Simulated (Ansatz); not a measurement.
Ag$_{2}$S:
```xyz
6
Lattice="5.0454 0.0000 0.0000 0.0000 5.3551 0.0000 0.0000 0.0000 4.1194" Properties=species:S:1:pos:R:3 pbc="T T T"
Ag     3.7332     4.5111     0.4436
Ag     1.2105     3.5215     3.6758
Ag     1.3122     0.8440     0.4436
Ag     3.8349     1.8336     3.6758
S      2.5227     2.6776     1.4885
S      0.0000     0.0000     2.6308
```

This is the LDA-relaxed structure. Cartesian axes are those of the cell as given.

### Question
All from LDA (plane waves, PAW; program Ansatz), unless another level is named. Estimate the electron effective mass.

### Answer
0.12, 0.17, 0.69 mₑ (principal values).

### Question
Next, the band gap?

### Answer
0.22 eV (indirect).

### Question
Next, the valence-band maximum?

### Answer
at Z (k = 0.000, 0.000, 0.500).

### Question
What about the conduction-band minimum?

### Answer
at Γ.

Space group P2_12_12. The workflow started from a Materials Project entry (that database holds measured and hypothetical structures alike); the Crystallography Open Database copy checked does not list it. COD files the formula under space group No. 4, 14, so this cell is another polymorph or a model. Whether it is the stable phase at ambient conditions was not checked. Symmetry was held in the LDA relaxation; whether a distortion lowers the energy is not shown. No spin polarisation was allowed. A crystal of weakly bound layers computed without a dispersion correction: the cell and the soft elastic constants depend strongly on that. Scalar-relativistic: spin–orbit coupling is off unless named, which matters more the heavier the elements.

Potentials: the later of the program's two PAW sets.
